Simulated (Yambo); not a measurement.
G0W0@LDA for Na$_{3}$MoO$_{3}$F$_{3}$ (space group R3, No. 146) in Yambo. Reference settings: 2×2×2 Γ-centred k mesh, bands 5 to 203 and a 7 Ry block in the screening, 203 bands in G with the Bruneval-Gonze terminator, plasmon pole fitted at 27.2 eV. The LDA gap L → Z on this mesh is 4.03 eV; G0W0 gaps are taken between the same points.

The settings were changed. The gap went from 7.19 eV to 7.42 eV, and the shift of the valence edge from -1.18 eV to -1.18 eV.

Problem. Name the change that produced these shifts.
A. 64 bands in W, 64 bands in G, 2 Ry block
B. 64 bands in W, 64 bands in G, 4 Ry block
C. 64 bands in W, 64 bands in G, 3 Ry block
D. 3 Ry block, no terminator

Solution. D, 3 Ry block, no terminator. The others gave (gap, valence shift): 64 bands in W, 64 bands in G, 2 Ry block: 7.84, -1.28 eV; 64 bands in W, 64 bands in G, 3 Ry block: 7.77, -1.21 eV; 64 bands in W, 64 bands in G, 4 Ry block: 7.61, -1.07 eV.

Spin-orbit coupling is not included.

Geometry of the Materials Project entry, not relaxed at this level; primitive cell a = b = c = 5.806 Å, α = β = γ = 57.29°.

A shift is the quasiparticle energy of the state minus its LDA energy.
